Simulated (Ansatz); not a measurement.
La2S (CdCl2 type) from its elements: all-electron against pseudopotential results

```yaml
crystal:
  lattice:
    - [2.00741, -1.15898, 6.67782]
    - [0.00000, 2.31796, 6.67782]
    - [-2.00741, -1.15898, 6.67782]
  atoms:
    - { symbol: S, position: [0.00000, 0.00000, 0.00000] }
    - { symbol: La, position: [0.25143, 0.25143, 0.25143] }
    - { symbol: La, position: [0.74857, 0.74857, 0.74857] }
```

The cell comes from a relaxation on PAW files under the same functional, begun from a prototype that needn't be the stable phase.

All numbers are PBEsol results (scalar-relativistic) from Ansatz 0.2.0, with a Γ-centred 11×11×11 k mesh, Fermi–Dirac smearing of 0.05 eV, no spin polarisation. Methods: LAPW: all electrons, basis error target 0.5 meV/atom; PAW: frozen-core files, cutoff 420 eV.

The elements are taken as La dhcp, S S6 rings, each relaxed on PAW files under the same functional and computed by the same method as the compound; zero-point and thermal terms are left out. The functional lacks long-range dispersion, which matters for the layered or molecular reference states. S6 rings stand in for α-S8.

Spin–orbit coupling is left out, which matters for the heavy atoms. The PAW files were made under PBE.

Question: Give the formation energy by each method, with the residual pressure at this cell and the LAPW gap.

Answer: 

```csv
method,ΔE(formation) (eV/atom),P at this cell (GPa),gap (eV)
LAPW,-1.328,0.02,0.00
PAW,-1.329,-0.01,–
```

Question: Give the LAPW value for one formula unit in kJ/mol.

Answer: -1.328 eV/atom × 3 atoms × 96.485 kJ/(mol·eV) = -384.4 kJ/mol, at zero temperature and without zero-point motion.
